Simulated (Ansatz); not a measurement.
SnS₂:
```xyz
6
Lattice="5.9001 0.0000 0.0000 0.0000 6.3353 0.0000 0.0000 0.0000 3.7757" Properties=species:S:1:pos:R:3 pbc="T T T"
Sn     0.0000     0.0000     0.0000
Sn     2.9501     3.1677     1.8878
S      1.5025     2.2515     0.0000
S      4.4526     0.9162     1.8878
S      1.4475     5.4191     1.8878
S      4.3976     4.0839     0.0000
```

Relaxed with PBE. Special points in fractions of this cell's reciprocal vectors: Γ (0.000, 0.000, 0.000); X (0.500, 0.000, 0.000); S (0.500, 0.500, 0.000); Y (0.000, 0.500, 0.000); Z (0.000, 0.000, 0.500); U (0.500, 0.000, 0.500); R (0.500, 0.500, 0.500); T (0.000, 0.500, 0.500).

**Question.** List the band energies nearest the valence-band maximum at these points for PBE in the plane-wave PAW code Ansatz.

**Answer.** In eV from the valence-band maximum; about four levels below and three above (degenerate sets whole), none deeper than 8.9 eV; points with the same levels are listed once.

```tsv
k	below	above
Γ	-0.82 -0.77 -0.18 0.00	0.34 2.04 3.16
X	-0.80 -0.80 -0.03 -0.03	0.77 0.77 3.86 3.86
S	-0.97 -0.97 -0.60 -0.60	1.35 1.35 4.13 4.13
Y	-0.72 -0.72 -0.69 -0.69	1.68 1.68 3.98 3.98
Z	-1.40 -1.40 -0.71 -0.71	1.35 1.35 5.22 5.22
U	-0.95 -0.95 -0.49 -0.49	2.28 2.28 3.37 3.37
R	-1.06 -1.06 -0.41 -0.41	1.05 1.05 4.36 4.36
T	-1.23 -1.23 -0.63 -0.63	1.59 1.59 3.07 3.07
```

Space group Pnnm. The cell is a constructed one: a structure type filled with these elements; neither database checked (COD, Materials Project) lists it. It is not the phase usual at ambient conditions (space group No. 164). The cell was relaxed with PBE under the symmetry of its start; whether a distortion lowers the energy is not shown. Spin–orbit coupling is left out wherever it is not named.

Potentials: the later of the program's two PAW sets.
